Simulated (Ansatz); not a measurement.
A distorted cell of GaP (zinc blende):

```
CELL_PARAMETERS angstrom
      0.00000     2.72587     2.72587
      2.72587     0.00000     2.72587
      2.72587     2.72587     0.00000
ATOMIC_POSITIONS crystal
  P  0.75000 0.75000 0.75000
  Ga 0.00000 0.00000 0.11051
```

All values below come from r2SCAN (plane waves to 500 eV, PAW, scalar-relativistic; Ansatz, a quantum-chemistry and plane-wave program). k mesh 8×8×8 (Γ-centred), Fermi-Dirac smearing 0.05 eV. The energy includes the smearing's −TS. Compression counts positive. As the smearing reaches across the gap at some points, energies and forces of such displacements shift with the k mesh and the smearing. GaP was relaxed with its symmetry unable to fall. The PAW data are Ansatz's earlier set.

Task: Predict the force on every atom, in eV/Å.

Result: 
| atom | Fx | Fy | Fz |
|---|---|---|---|
| P1 | 3.320 | 3.320 | -2.974 |
| Ga2 | -3.320 | -3.320 | 2.974 |

Task: Give the stress tensor in GPa and the pressure.

Result: 
```
    5.1      7.8    -10.7
    7.8      5.1    -10.7
  -10.7    -10.7     10.8
```
The pressure, a third of the trace, is 7.0 GPa.

Task: In it atom 2 sits (0.301, 0.301, 0.000) Å away from its relaxed site. What is its energy relative to the relaxed cell?

Result: 963 meV/cell.

(A displaced cell: forces are minus the slopes of the energy, force constants its curvatures, and phonons follow from these.)
